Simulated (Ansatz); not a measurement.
## LiGeN: computed property card

LiGeN:
Space group P6₃mc (No. 186); a = 2.977 Å, b = 2.977 Å, c = 9.360 Å, α = 90.00°, β = 90.00°, γ = 120.00°

```json
[
 {"atom": "Li", "site": "2b", "symmetry": "3m.", "x": "0.3333", "y": "0.6667", "z": "0.2434"},
 {"atom": "Ge", "site": "2a", "symmetry": "3m.", "x": "0.0000", "y": "0.0000", "z": "0.4993"},
 {"atom": "N", "site": "2b", "symmetry": "3m.", "x": "0.6667", "y": "0.3333", "z": "0.1020"}
]
```

Space group P6_3mc (No. 186); conventional cell a = b = 2.9768 Å, c = 9.3603 Å, α = β = 90.00°, γ = 120.00°.

Method: DFT-HSE06 in the program Ansatz with PAW potentials. The cell and atoms are relaxed at this level. Other levels are named where they apply.

**Cell and energy**

```yaml
volume_per_atom: 11.97 Å³
density: 4.33 g/cm³
```

**Electronic structure**

```yaml
band_gap: 2.23 eV (indirect)
valence_band_maximum: at K
conduction_band_minimum: at M (3 equivalent valleys)
smallest_direct_gap_on_the_standard_path: 3.19 eV
Gap with spin–orbit coupling: 2.23 eV (at the special points and the edges found without it)
```

**Mechanics**

```yaml
Bulk modulus (Birch–Murnaghan fit): 75.7 GPa
Pressure derivative B′: 4.9
```

**Charges**

```yaml
bader_charges: Li +0.88, Ge +0.90, N -1.78 e
```

The first step of the workflow began from a Materials Project structure, measured or hypothetical; the Crystallography Open Database copy checked does not list it. Its standing as an ambient phase is unchecked. Symmetry was held in the HSE06 relaxation; whether a distortion lowers the energy is not shown. The hybrid was solved on a coarse mesh, the path and, where they were found, the r²SCAN edge points; its band edges are the extreme levels among these. Spin–orbit coupling is left out wherever it is not named.

Potentials: the later of the program's two PAW sets.
